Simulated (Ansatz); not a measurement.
VS:
```
VS
1.0
    3.09474     0.00000     0.00000
   -1.54737     2.68012     0.00000
    0.00000     0.00000     6.01168
V S
2 2
Cartesian
  0.00000   0.00000   0.00000
  0.00000   0.00000   3.00584
  1.54737   0.89337   1.50292
  0.00000   1.78675   4.50876
```

Relaxed with LDA. Special points in fractions of this cell's reciprocal vectors: Γ (0.000, 0.000, 0.000); M (0.500, 0.000, 0.000); K (0.333, 0.333, 0.000); A (0.000, 0.000, 0.500); L (0.500, 0.000, 0.500); H (0.333, 0.333, 0.500).

**Question.** List the band energies nearest the Fermi level at these points for LDA (plane waves, PAW; program Ansatz).

**Answer.** In eV from the Fermi level; about four levels below and three above (degenerate sets whole), none deeper than 8.9 eV; … stands for higher levels left out; points with the same levels are listed once.

```tsv
k	below	above
Γ	-1.22 -1.22 -0.96 -0.96	0.57 0.57 1.17
M	-3.23 -3.12 -1.68 -0.21	1.07 1.25 1.46
K	-5.89 -5.89 -5.46 -0.81 -0.81	0.15 0.15 0.31
A	-0.42 -0.42 -0.42 -0.42	…
L	-4.39 -4.39 -2.17 -2.17	1.15 1.15 1.24 1.24
H	-5.85 -5.85 -1.24 -1.24	0.76 0.76 1.15 1.15
```

Space group P6_3/mmc (NiAs type). The workflow started from a Materials Project entry (that database holds measured and hypothetical structures alike); the Crystallography Open Database files this formula in space group No. 194, but the cells were not matched. Its standing as an ambient phase is unchecked. Symmetry was held in the LDA relaxation; whether a distortion lowers the energy is not shown. The run is not spin-polarised.

Potentials: the later of the program's two PAW sets.
